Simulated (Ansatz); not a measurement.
input.yaml (Ansatz)

```yaml
crystal:
  lattice:
    - [1.7932606855, 0.0, 0.0]
    - [0.0, 1.7932606855, 0.0]
    - [0.0, 0.0, 1.7932606855]
  atoms:
    - { symbol: C, position: [0.0, 0.0, 0.0] }
hamiltonian:
  xc: r2scan
  pseudopotentials:
    kind: paw
    azcp:
      C: "pseudopotentials/C.paw.azcp"
basis:
  ecutwfc: 500
  fft_grid_basis: typed
kpoints:
  mp_grid: { grid: [20, 20, 20], shift: [0, 0, 0] }
magnetization:
  spin_polarized: false
scf:
  occupations: { method: fermi_dirac, width: 0.1 }
  lower_state_search: "off"
output:
  stress: true
  write_density: true
  write_potential: true
  elf: true
  volumetric_format: npy
```

and its output:

```
Engine: ansatz 0.2.0, x86_64-unknown-linux-gnu
Pseudopotentials: kind: paw
Pseudopotential: C, paw, valence charge 4, recommended cutoff 500 eV (meta_gga) 
Functional definition: r2SCAN
  parameter k0 = 0.174
  parameter k1 = 0.065
  parameter a1 = 4.9479
  exchange = r2scan_x(k0 = k0, k1 = k1, a1 = a1)
  correlation = r2scan_c
Crystal: 1 atoms, lattice volume = 5.767 Å³
Basis set: ecut = 500 eV, 147 PW (Γ), exchange–correlation on 60×60×60 points (64 copies of the dense FFT grid, shifted against one another)
Bands: 6, of which v1, the nominal top of the filled ones, is band 2 counted from 1 (1 counted from 0)
Symmetry: 48 space group operations
Space group: Pm-3m (ITA 221), of the structure as read, at distance tolerance 1.8e-5 Å
k-points: 286 of 8000
Non-local potential: C, projectors of the file, l = 0: 2, l = 1: 2, l = 2: 1
PAW form: soft (Blöchl's): semilocal exchange-correlation on the pseudo side does not see the compensation charge
PAW frozen core: C, regenerated for the run's functional (the file was generated under x = pbe(κ = 0.804, μ = 0.2195149727645171), c = pbe(β = 0.06672455060314922))
PAW one-centre angular grid: C, 302 points (default); XC on 239 of its mesh's 2573 points in the sphere
Initial density: superposition of atomic densities (neutral atoms: chi_scale 0, normalization atom), corrected by the library's trained network
Initial wavefunctions: pseudopotential atomic-orbital guess
Functional: x = r2scan, c = r2scan; τ floored in thin density (d = 2e-4 eV/Å³)
SCF iter   1: F=-248.742836 eV  HF=-248.705587 eV  |F-HF|=3.72e-2  |Δ(HF+E_count)|=         —  Δρ=7.51e-3  dr2=5.87e-4  dr2_τ=5.89e-2  ethr=1.77e-3  ⟨swp⟩=5.0  Hψ=14033  notcnv=0
SCF iter   2: F=-248.744394 eV  HF=-248.743802 eV  |F-HF|=5.92e-4  |Δ(HF+E_count)|=   3.82e-2  Δρ=4.60e-3  dr2=2.52e-4  dr2_τ=2.85e-5  ethr=1.47e-5  ⟨swp⟩=2.0  Hψ=5699  notcnv=0  defer=21
SCF iter   3: F=-248.744437 eV  HF=-248.744425 eV  |F-HF|=1.16e-5  |Δ(HF+E_count)|=   6.23e-4  Δρ=4.45e-4  dr2=6.08e-6  dr2_τ=2.67e-6  ethr=6.31e-6  ⟨swp⟩=2.0  Hψ=2280  notcnv=0  defer=21
SCF iter   4: F=-248.744437 eV  HF=-248.744436 eV  |F-HF|=1.89e-6  |Δ(HF+E_count)|=   1.06e-5  Δρ=2.28e-4  dr2=1.42e-6  dr2_τ=1.51e-7  ethr=1.52e-7  ⟨swp⟩=2.2  Hψ=2278  notcnv=0  defer=21
iter 5 did not close the SCF: its close was put off for the readings that it lacked (scf_convergence_deferred on its scf_iter line)
SCF iter   5: F=-248.744438 eV  HF=-248.744438 eV  |F-HF|=8.45e-8  |Δ(HF+E_count)|=   1.99e-6  Δρ=4.40e-5  dr2=5.59e-8  dr2_τ=6.53e-9  ethr=3.56e-8  ⟨swp⟩=2.0  Hψ=2281  notcnv=0  defer=21
SCF iter   6: F=-248.744438 eV  HF=-248.744438 eV  |F-HF|=5.93e-9  |Δ(HF+E_count)|=   8.70e-8  Δρ=1.32e-5  dr2=4.84e-9  dr2_τ=3.73e-10  ethr=1.40e-9  ⟨swp⟩=4.6  Hψ=7281  notcnv=0
SCF 1 converged in 6 iterations: F = -248.744438 eV  dr2 = 4.84e-9
SCF converged after 6 iterations
Free energy (F): -248.744438 eV
Harris-Foulkes:  -248.744438 eV  (|F-HF|=5.93e-9)
Internal energy: -248.734303 eV  (E = F + TS)
E sigma→0 (E₀):  -248.739371 eV
Entropy (-TS):   -0.010134 eV (-10.134 meV/atom)
Fermi energy:    13.740230 eV
--- Per-component energies (eV) ---
  E_band       = 19.611265
  E_kinetic    = 85.841425
  E_local      = -38.433241  (includes V_loc(G=0)·N_el)
  E_nonlocal   = 26.472000
  E_hartree    = 6.015766
  E_xc         = -46.552950
  E_vxc        = -64.513947  (∫ρ·V_xc dr)
  E_paw        = -99.787552  (= ΣΔE_a)
  E_vpaw       = -5.304705  (= ΣTr[D̂ρ^β])
  E_aug_tail   = 0.000003  (compensation charges beyond the density's cutoff)
  E_vtau       = 3.518461  (kinetic-family band-sum trace: ∫τ·v_τ [+ j·A + Jᵃ·Aᵃ] dr)
  E_ewald      = -182.264980
  E_core_change = -0.024774  (= ΣΔE_core)
  E_smearing   = -0.010134  (= −TS)
  E_closure    = 0.000000  (closes the sum)
  Σ components = -248.744438   (vs F -248.744438, Δ=0.00e0)
--- Stress (GPa, compression-positive) ---
       -7.987699       0.000000       0.000000
        0.000000      -7.987699       0.000000
        0.000000       0.000000      -7.987699
  P = ⅓ Tr σ = -7.9877 GPa (-79.877 kbar)
--- Band table (eV; the first three rows and the last of 286) ---
  k-point 0: bands = ["-8.9533", "23.6008", "23.6008", "23.6008", "40.0072", "40.0072"]
  k-point 1: bands = ["-8.8524", "22.8340", "23.6691", "23.6691", "40.1183", "40.8328"]
  k-point 2: bands = ["-8.5498", "20.9035", "23.8705", "23.8705", "40.4505", "42.8613"]
  k-point 285: bands = ["12.8862", "12.8862", "12.8862", "21.8942", "32.0271", "32.0271"]
```

Command:

```sh
ansatz run input.yaml --threads 1 --pin off --max-ram 3584MiB --backend cpu --events-out ev --progress --plain --runs-dir out
```

On 1 thread of Intel(R) Xeon(R) Platinum 8259CL CPU @ 2.50GHz (Skylake/Cascade Lake) (shared host) this took about 5.7 s of wall time and 5.5 s of CPU time.
